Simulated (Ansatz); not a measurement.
SiTe2:
```cif
data_SiTe2
_chemical_formula_sum 'Si1 Te2'
_space_group_name_H-M_alt 'P 1'
_space_group_IT_number 1
_cell_length_a 3.72173
_cell_length_b 3.72173
_cell_length_c 6.54709
_cell_angle_alpha 90.000
_cell_angle_beta 90.000
_cell_angle_gamma 120.000
loop_
_space_group_symop_operation_xyz
  'x, y, z'
loop_
_atom_site_label
_atom_site_type_symbol
_atom_site_fract_x
_atom_site_fract_y
_atom_site_fract_z
_atom_site_occupancy
Si1 Si 0.00000 0.00000 0.00000 1
Te1 Te 0.33333 0.66667 0.75223 1
Te2 Te 0.66667 0.33333 0.24777 1
```

This is the LDA-relaxed structure.

Q: All from LDA in the plane-wave PAW code Ansatz, unless another level is named. Give the electronic character.

A: metallic (no gap).

Q: Give the density of states at the Fermi level.

A: 0.53 states/eV per atom (mean over ±0.08 eV).

Q: What about the formation energy from the elements (no fitted shifts)?

A: 0.024 eV/atom.

Space group P-3m1 (CdI2 type). The workflow started from a Materials Project entry (that database holds measured and hypothetical structures alike); the Crystallography Open Database files this formula in space group No. 164, but the cells were not matched. Whether it is the stable phase at ambient conditions was not checked. The cell was relaxed with LDA under the symmetry of its start; whether a distortion lowers the energy is not shown. A crystal of weakly bound layers computed without a dispersion correction: the cell and the soft elastic constants depend strongly on that. The references are the lowest solids computed at this level, not always the standard phases. Scalar-relativistic: spin–orbit coupling is off unless named, which matters more the heavier the elements.

Potentials: the later of the program's two PAW sets.
